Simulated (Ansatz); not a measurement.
# Does relaxation matter for the field gradients of ZnSe with La replacing Zn?

Start: a supercell of ZnSe (zinc blende type, F-43m) built from a structure deposited in the COD, with all atoms left at the host's positions.

Space group F-43m (No. 216); a = 17.0028 Å.

| site | Wyckoff | site symmetry | x | y | z |
| --- | --- | --- | --- | --- | --- |
| La | 4a | -43m | 0.0000 | 0.0000 | 0.0000 |
| Zn2 | 48h | ..m | 0.1667 | 0.0000 | 0.1667 |
| Zn5 | 16e | .3m | 0.3333 | 0.8333 | 0.1667 |
| Zn9 | 16e | .3m | 0.6667 | 0.6667 | 0.3333 |
| Zn15 | 24f | 2.mm | 0.5000 | 0.6667 | 0.5000 |
| Se28 | 16e | .3m | 0.0833 | 0.9167 | 0.0833 |
| Se29 | 24g | 2.mm | 0.2500 | 0.9167 | 0.2500 |
| Se33 | 48h | ..m | 0.5833 | 0.7500 | 0.4167 |
| Se41 | 16e | .3m | 0.4167 | 0.5833 | 0.4167 |
| Se54 | 4c | -43m | 0.7500 | 0.2500 | 0.7500 |

One atom of each set is listed; the run and its k-mesh use a cell of 54 atoms with edges of 12.02, 12.02, 12.02 Å.

The numbers come from a DFT calculation in Ansatz (PBE, plane waves and PAW, scalar-relativistic, 420 eV cutoff, Γ-centred 2×2×2 k-points, Fermi–Dirac smearing 0.01 eV, cell charge +1).

The largest force at the start is 5.3 eV/Å. Relaxing the ions at fixed cell moves them by 0.352 Å at most (atom 28, Se) and 0.106 Å rms.

| site | moved (Å) | first shell before | first shell after | V_zz before (10²¹ V/m²) | η before |
| --- | --- | --- | --- | --- | --- |
| La | 0.000 | 4 Se at 2.45 Å | 4 Se at 2.81 Å | 0.00 | – |
| Zn2 | 0.093 | 4 Se at 2.45 Å | 4 Se at 2.41–2.45 Å | 1.43 | 0.08 |
| Zn5 | 0.011 | 4 Se at 2.45 Å | 4 Se at 2.44–2.45 Å | -0.16 | 0.00 |
| Zn9 | 0.009 | 4 Se at 2.45 Å | 4 Se at 2.45 Å | -0.23 | 0.00 |
| Zn15 | 0.012 | 4 Se at 2.45 Å | 4 Se at 2.45–2.46 Å | 0.22 | 0.73 |
| Se28 | 0.352 | 1 La at 2.45 Å, 3 Zn at 2.45 Å | 3 Zn at 2.45 Å, 1 La at 2.81 Å | -17.80 | 0.00 |
| Se29 | 0.014 | 4 Zn at 2.45 Å | 4 Zn at 2.41–2.45 Å | 1.74 | 0.50 |
| Se33 | 0.007 | 4 Zn at 2.45 Å | 4 Zn at 2.44–2.46 Å | -1.40 | 0.63 |
| Se41 | 0.002 | 4 Zn at 2.45 Å | 4 Zn at 2.44–2.45 Å | -0.28 | 0.00 |

Task: What are V_zz and η after the relaxation?

Result: 

```json
{"site": "La", "V_zz after": "0.00", "η after": "–", "change of V_zz": "0.00"}
{"site": "Zn2", "V_zz after": "1.82", "η after": "0.78", "change of V_zz": "+0.39"}
{"site": "Zn5", "V_zz after": "-0.22", "η after": "0.00", "change of V_zz": "-0.06"}
{"site": "Zn9", "V_zz after": "-0.25", "η after": "0.00", "change of V_zz": "-0.02"}
{"site": "Zn15", "V_zz after": "-0.37", "η after": "0.97", "change of V_zz": "–"}
{"site": "Se28", "V_zz after": "-17.17", "η after": "0.00", "change of V_zz": "+0.63"}
{"site": "Se29", "V_zz after": "-2.89", "η after": "0.59", "change of V_zz": "-4.63"}
{"site": "Se33", "V_zz after": "-0.85", "η after": "0.90", "change of V_zz": "+0.55"}
{"site": "Se41", "V_zz after": "-0.13", "η after": "0.00", "change of V_zz": "+0.15"}
```

The largest change of V_zz along a kept axis is on Se29, from 1.74 to -2.89. In per cent, |V_zz| changes by +28 on Zn, -39 to -4 on Se (all sites that start above 0.5, bar those whose gradient vanishes or changes sign or whose main axis turns by over 40°). Where |V_zz| stays above 0.1 and the axes keep their order, η moves most on Zn2, from 0.08 to 0.78. On Se29, Se33 V_xx and V_yy change places (or their axes turn by over 50°), so the two values of η hide a larger change. V_zz changes sign on Se29 (same axis). On Zn15 the largest principal value lies along another axis in the second run, so the two V_zz can't be compared directly. Other sites without a gradient aren't listed.

The defect repeats with the cell of 54 atoms, so it feels its images: sites between two images don't show the values beside a lone defect, and zeros or small values of η there can come from the images' arrangement. A uniform background compensates the cell's charge. Without spin–orbit coupling (the program notes it for La) the gradients are little affected as a rule: paired runs on crystals with a gap mostly move them by under 2 % at such atoms.
Before: The neighbours have not yet relaxed around the defect (largest force 5.3 eV/Å), so the values at and beside it are those of a strained start, not of the defect in a real crystal.
After: The relaxation keeps the site symmetry -43m of the start, so the impurity can't leave its site; a start off the site could end lower.
